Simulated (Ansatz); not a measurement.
One crystal and one scan (scan of one atom of the cell) at two levels, r2SCAN (plane waves to 500 eV, PAW, scalar-relativistic; Ansatz, an electronic-structure program) and PBE (plane waves to 420 eV, PAW, scalar-relativistic; Ansatz), each from its own relaxed cell and on its own mesh. The cell shown is that of r2SCAN.

HgTe (zinc blende)

```
CELL_PARAMETERS angstrom
      0.00000     3.28672     3.28672
      3.28672     0.00000     3.28672
      3.28672     3.28672     0.00000
ATOMIC_POSITIONS crystal
  Te 0.75000 0.75000 0.75000
  Hg 0.00000 0.00000 0.00000
```

In this cell atom 1 (Te, nearest neighbour Hg at 2.846 Å; its periodic images, 4.6 Å or more away, move with it) is moved by s along Cartesian x, unit vector (1.000, 0.000, 0.000); all other atoms and the cell stay fixed.

Energies are smeared free energies. HgTe was relaxed with its symmetry unable to fall. Spin-orbit coupling is left out, though Hg and Te are heavy. The PAW data are Ansatz's earlier set. With partly filled bands, energies and forces of such displacements shift with the k mesh and the smearing. Percentages come from the unrounded values.

Results of r2SCAN:

| Quantity | Result |
|---|---|
| Lattice constant a (Å) | 6.573 |
| Force constant k = d²E/ds² at s = 0 (finite differences) (eV/Å²) | 2.88 |
| Zone-centre optical wavenumber from k (cm⁻¹) | 100 |
| Shape of the curve | a single well with its minimum at or next to zero displacement |

Estimate the PBE values.


```
quantity                                                            PBE     r2SCAN − PBE
----------------------------------------------------------------  -----  ---------------
Lattice constant a (Å)                                            6.651  -0.078 (-1.2 %)
Force constant k = d²E/ds² at s = 0 (finite differences) (eV/Å²)   2.66     +0.22 (+8 %)
Zone-centre optical wavenumber from k (cm⁻¹)                         96        +4 (+4 %)
```

r2SCAN gives the higher value for: force constant k = d²E/ds² at s = 0; zone-centre optical wavenumber from k. r2SCAN gives the lower value for: lattice constant a. (r2SCAN) At this level the bands of HgTe touch or barely overlap. (PBE) At this level the bands of HgTe touch or barely overlap. Both give the same shape of the curve: a single well with its minimum at or next to zero displacement. Neither level is exact: the differences show how much the result hangs on the functional.

(For displaced atoms, the force is minus the slope of the energy, and its curvature is a force constant, which sets phonon frequencies.)
